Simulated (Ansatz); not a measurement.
MgSe (wurtzite, P6_3mc), DFT-r²SCAN in the program Ansatz with PAW potentials. The conduction-band minimum lies at Γ, with 1 equivalent valley. Second derivatives d²E/dk² of the lowest band at one valley (eV·Å²), along Cartesian directions:

| direction | d²E/dk² |
|---|---|
| [100] | 34.71 |
| [010] | 34.71 |
| [001] | 36.78 |
| [110] | 34.71 |
| [101] | 35.75 |
| [011] | 35.75 |

Problem. Find the principal effective masses, the density-of-states mass and the conductivity mass.

Solution. Off-diagonal terms follow from H_xy = H[110] − (H_xx + H_yy)/2, and m*/mₑ = 7.620 eV·Å² over each eigenvalue: 0.21, 0.22, 0.22. One valley's DOS mass (m₁m₂m₃)^(1/3) = 0.22, conductivity mass 3/(Σ 1/mᵢ) = 0.22 mₑ.

Problem. What effective density of states Nc follows at 300 K for parabolic valleys?

Solution. Nc = 2.509e19 × 1 × (0.22)^(3/2) ≈ 2.6e18 cm⁻³.

The workflow started from a Materials Project entry (that database holds measured and hypothetical structures alike); the Crystallography Open Database copy checked does not list it. COD files the formula under space group No. 225. Whether it is the stable phase at ambient conditions was not checked. Symmetry was held in the r²SCAN relaxation; its stability against distortions is not shown here. Spin–orbit coupling is left out wherever it is not named.

Potentials: the earlier of the program's two PAW sets.

Edges and masses are those of Kohn–Sham bands, whose gap is no quasiparticle gap.
